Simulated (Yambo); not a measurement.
Ba2SrWO6 (space group R-3, No. 148), G0W0@LDA in Yambo with this input:

```
rim_cut
gw0
dyson
el_el_corr
HF_and_locXC
ppa
em1d
RandQpts= 1000000
RandGvec= 1 Ry
EXXRLvcs= 84 Ry
VXCRLvcs= 336 Ry
Chimod= "HARTREE"
% BndsRnXp
 2 | 317 |
%
NGsBlkXp= 8 Ry
% LongDrXp
 1.0 | 1.0 | 1.0 |
%
PPAPntXp= 27.2114 eV
% GbndRnge
 1 | 317 |
%
GTermKind= "BG"
DysSolver= "n"
ExtendOut
```

On a 2×2×2 mesh, with wavefunctions cut at 84 Ry, the gap (F → F) is 4.540 eV and the valence edge shifts by -0.533 eV.

Problem. What happens with this change: exchange cut at 5 Ry?

Solution. The gap falls by 0.793 eV, to 3.747 eV; the shift of the valence edge becomes 2.501 eV. Neither run is shown to be the converged limit.

Spin-orbit coupling is not included.

Geometry of the Materials Project entry, not relaxed at this level; primitive cell a = b = c = 6.129 Å, α = β = γ = 60.96°.

The structure is a Materials Project entry; no match was found in the copy of COD used, and its stability was not checked.

A shift is the quasiparticle energy of the state minus its LDA energy.
